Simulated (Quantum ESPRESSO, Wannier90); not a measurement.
Wannier functions of CdS (wurtzite)

```xyz
4
Lattice="4.1688 0.0000 0.0000 -2.0844 3.6103 0.0000 0.0000 0.0000 6.7796" Properties=species:S:1:pos:R:3 pbc="T T T"
Cd    -2.0844     1.2034    -3.3883
Cd     2.0844    -1.2034     0.0015
S     -2.0844     1.2034    -0.8354
S      2.0844    -1.2034     2.5544
```

Structure: Materials Project mp-672, symmetrised, not relaxed again. COD (Crystallography Open Database) has the formula in 2 space groups, this one among them (matched by group alone). Level: PBEsol, no spin polarisation, no spin-orbit coupling; pw.x of Quantum ESPRESSO at 82 Ry with PseudoDojo potentials, 6×6×4 k-points, Wannier90. Density: 12×12×6 mesh, Gaussian smearing 0.01 Ry.

Bands 21-26 form an isolated set from -4.28 to 0.00 eV relative to the valence-band maximum (on the path) and are turned into 6 Wannier functions by minimising the spread from the start: atomic waves S 3p.

Centres (Cartesian, Å; one of the equivalent choices) and spreads:

```csv
n,x,y,z,spread (Å²),nearest atom
1,-2.084,1.231,-1.082,2.819,S3
2,-2.084,1.384,-0.705,2.769,S3
3,-2.084,0.990,-0.710,2.762,S3
4,2.084,-1.231,2.308,2.819,S4
5,2.084,-1.384,2.685,2.769,S4
6,2.084,-0.990,2.680,2.762,S4
```

Ω_I = 16.31 Å², Ω_total = 16.70 Å²; the interpolated bands follow pw.x to 9.2 meV rms on the path. Only this start was tried; a symmetric start can stop on a saddle, and mixtures of these functions could lower the total by at most Ω_total − Ω_I.
